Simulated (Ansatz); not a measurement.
Clean, relaxed (110) surface of AlNi, space group Pm-3m (No. 221) (top face towards +c; atoms held fixed, by place in the list: 1, 2, 3, 4):

```xyz
8
Lattice="2.8622 0.0000 0.0000 0.0000 4.0477 0.0000 0.0000 0.0000 23.0716" Properties=species:S:1:pos:R:3 pbc="T T T"
Al    0.0000    2.0239    8.5000
Ni    1.4311    0.0000    8.5000
Al    0.0000    0.0000   10.5239
Ni    1.4311    2.0239   10.5239
Al    0.0000    2.0239   12.5435
Ni    1.4311    0.0000   12.5169
Al    0.0000    0.0000   14.6359
Ni    1.4311    2.0239   14.4483
```

Level of theory: Ansatz, DFT PBEsol, scalar-relativistic, plane waves, PAW. Settings: cutoff 420 eV, Γ-centred mesh 10×7×1 on the computed 8-atom cell, Gaussian smearing of 0.10 eV; no spin polarisation. A dipole correction removes the field between periodic images along c.

CH is adsorbed on the top face, one adsorbate per 11.6 Å², and relaxed from 3 starting sites (fractions of a and b). The adsorption energy is E(slab + adsorbate) − E(slab) − E(free adsorbate, spin-polarised where open-shell). Heights count from the highest slab atom after relaxation. Δφ is the top face's. Δp counts per cell along +c. Bonded neighbours lie within 1.25 times the sum of covalent radii (1.35 for H) and, on that scale, within 12 % of the closest. With the adsorbate the cell is lengthened along c to keep the vacuum.

```tsv
start	ends at	E_ads (eV)	height (Å)	shortest contact	Δφ (eV)	Δp (e·Å)	whole?
top (Al) at (0.00, 0.00)	(0.00, 0.00), 1 bonded neighbour (Al)	-3.65	1.35	C–Al 1.83 Å	-0.86	+0.061	yes
hollow (Al-Ni-Al) at (0.50, 0.17)	(0.50, 0.25), 3 bonded neighbours (Al and Ni)	-5.52	1.07	C–Ni 1.87 Å	-0.50	+0.035	yes
bridge (Al-Ni) at (0.75, 0.25)	(0.00, 0.45), 3 bonded neighbours (Al and Ni)	-6.19	0.96	C–Ni 1.89 Å	-0.90	+0.063	yes
```

Among the sites tried, the lowest end comes from the bridge (Al-Ni) at (0.75, 0.25) start; other sites may lie lower.

Each end is the local minimum or symmetric point that its start leads to. The slab is only 6.1 Å thick, so the energies aren't converged with thickness.

Spin polarisation was left out, and a magnetic state may lie lower.